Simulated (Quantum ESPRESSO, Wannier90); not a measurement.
# Tight-binding from DFT: TlBr (CsCl type)

Structure: Materials Project mp-22875, symmetrised, not relaxed again. COD (Crystallography Open Database) has an entry of this formula and space group (matched by these alone). Method: PBE plane waves in Quantum ESPRESSO 7.5 (PseudoDojo norm-conserving files, 49 Ry, no spin polarisation, no spin-orbit coupling), Bloch states on a 8×8×8 mesh through Γ, Wannier90 4.0.1. Density: 8×8×8 mesh, cold smearing 0.01 Ry. Spin-orbit coupling is left out although heavy elements are present.

The plane-wave run has 20 bands and 20 electrons a cell. On the energy scale of pw.x, whose zero is arbitrary, the valence-band maximum lies at 5.12 eV.

Input w.win, without the blocks of cell, atoms and k-points (512 lines):

```
num_bands = 15
num_wann = 8
exclude_bands = 2-6
num_iter = 800
conv_tol = 1.0e-6
conv_window = 4
dis_num_iter = 1000
dis_conv_tol = 1.0e-6
dis_froz_max = 8.52
write_hr = true
write_u_matrices = true
begin projections
Tl: s;p
Br: s;p
end projections
mp_grid = 9 8 8
```

Task: This input has a fault. Which, and what does the program do?

Result: wannier90.x -pp stops with:
```
Error: Wrong number of lines in block kpoints
```
The product of the three numbers of mp_grid differs from the number of lines in the kpoints block. Mended as below, all else unchanged, the run goes through (Ω_I = 11.6 Å²) and follows the plane-wave bands to 3.4 meV rms (states up to 2.9 eV relative to the valence-band maximum).
```
mp_grid = 8 8 8
```
